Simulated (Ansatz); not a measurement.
TiC in space group P6_3/mmc (No. 194; Ti on 2c, C on 2d) at seven volumes, the program Ansatz at the PBEsol level (PAW), shape and atoms relaxed at each. One row is withheld.

| V (Å³/atom) | P (GPa) |
|---|---|
| 10.746 | 23.26 |
| 11.100 | 14.32 |
| 11.454 | 6.62 |
| 11.809 | -0.02 |
| 12.163 | -5.73 |
| 12.517 | ? |
| 12.871 | -14.87 |

Fit the shown pressures and predict the withheld one.

P = (3/2)B₀(x^(7/2) − x^(5/2))[1 + (3/4)(B′ − 4)(x − 1)] with x = (V₀/V)^(2/3). Least squares on the six rows gives V₀ = 11.808 Å³/atom, B₀ = 205 GPa, B′ = 3.97. At V = 12.517, x = 0.9619 and P = -10.65 GPa. The run itself gave -10.65 GPa.

The start of the workflow was typed in or built on a structure type; neither database checked (COD, Materials Project) lists it. It is not the phase usual at ambient conditions (space group No. 225). Symmetry was held in the PBEsol relaxation; of distortions, only those at the zone centre were tested. The run is not spin-polarised. The volume moved by -17 % from the start of the relaxation.

Potentials: the later of the program's two PAW sets.
